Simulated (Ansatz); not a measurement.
## La₂O₃: a ladder of calculations

Cell of run 1: a computed structure from the Materials Project (it need not be an observed phase), taken as it stands.

```
CELL_PARAMETERS angstrom
3.93078 0.00000 0.00000
-1.96539 3.40415 0.00000
0.00000 0.00000 6.11195
ATOMIC_POSITIONS crystal
La 0.66667 0.33333 0.75376
La 0.33333 0.66667 0.24624
O 0.66667 0.33333 0.35411
O 0.33333 0.66667 0.64589
O 0.00000 0.00000 0.00000
```

Atom numbers follow the list; atoms alike are taken as one site, whose name carries the number of the first.

All runs are DFT with Ansatz 0.2.0 (plane waves and PAW, scalar-relativistic unless spin–orbit coupling is named, Γ-centred meshes, Fermi–Dirac smearing where given) in this cell.

Run 1: PBE, atoms as given; 420 eV, 7×7×4 k-points, smearing 0.02 eV.
Run 2: r2SCAN, atoms as given; 500 eV, 7×7×4 k-points, smearing 0.02 eV.
Run 3: PBE with spin–orbit coupling, atoms as given; 420 eV, 7×7×4 k-points, smearing 0.02 eV.

```
run   La V_zz (η)  O3 V_zz (η)   O5 V_zz (η)
  1  11.23 (0.00)  0.81 (0.00)  -0.88 (0.00)
  2  11.64 (0.00)  0.76 (0.00)  -0.88 (0.00)
  3             ?            ?             ?
```

V_zz in 10²¹ V/m².

(1) Estimate the row of run 3.

Results:

(1) La: 11.27 (0.00); O3: 0.81 (0.00); O5: -0.88 (0.00). It lies nearest to run 1, from whose tensors on these sites it differs by 0.03 at most (largest principal value of the difference, on La). Taken one at a time, the functional (r2SCAN with its higher cutoff) moves the tensors on these sites by up to 0.41 (largest principal value of the change, on La), spin–orbit coupling by 0.03 (La).
